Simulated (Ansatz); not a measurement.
SrMg2FeH8:
```xyz
12
Lattice="4.4450 0.0000 0.0000 -2.2225 3.8495 0.0000 0.0000 0.0000 6.4724" Properties=species:S:1:pos:R:3 pbc="T T T"
Sr     0.0000     0.0000     3.2362
Mg     2.2225     1.2832     5.6718
Mg     0.0000     2.5663     0.8006
Fe     0.0000     0.0000     0.0000
H      1.0751     0.6207     0.9450
H      1.1474     3.2288     5.5274
H      3.3699     0.6207     0.9450
H     -1.1474     3.2288     5.5274
H      2.2225     2.6080     0.9450
H      0.0000     1.2414     5.5274
H      2.2225     1.2832     3.7543
H      0.0000     2.5663     2.7181
```

Cartesian axes are those of the cell as given.

Task: Give the high-frequency dielectric tensor and the Born effective charge tensors of the independent atoms from DFPT, the program Ansatz at the PBEsol level (PAW).

Result: 
ε∞:
```
4.96  0.00  0.00
0.00  4.96  0.00
0.00  0.00  4.84
```
Z* of atom 1 (Sr), rows: field, columns: displacement, in e:
```
2.02  0.00  0.00
0.00  2.02  0.00
0.00  0.00  2.87
```
Z* of atom 2 (Mg), rows: field, columns: displacement, in e:
```
2.09  0.00  0.00
0.00  2.09  0.00
0.00  0.00  1.55
```
Z* of atom 4 (Fe), rows: field, columns: displacement, in e:
```
-3.12   0.00   0.00
 0.00  -3.12   0.00
 0.00   0.00  -2.53
```
Z* of atom 5 (H), rows: field, columns: displacement, in e:
```
-0.33  -0.25  -0.35
-0.25  -0.04  -0.20
-0.25  -0.15  -0.22
```
Z* of atom 11 (H), rows: field, columns: displacement, in e:
```
-0.98   0.00   0.00
 0.00  -0.98   0.00
 0.00   0.00  -1.07
```

Static charges for comparison (Bader): Sr1 +1.45, Mg2 +1.62, Fe4 -0.10, H5 -0.52, H11 -0.74 e. Born charges measure polarisation by displacement and can exceed these by far.

Space group P-3m1. The workflow started from a Materials Project entry (that database holds measured and hypothetical structures alike); the Crystallography Open Database copy checked does not list it. Whether it is the stable phase at ambient conditions was not checked. The cell was relaxed with PBEsol under the symmetry of its start; its stability against distortions is not shown here. The run is not spin-polarised. Scalar-relativistic: spin–orbit coupling is off unless named, which matters more the heavier the elements.

Potentials: the later of the program's two PAW sets.
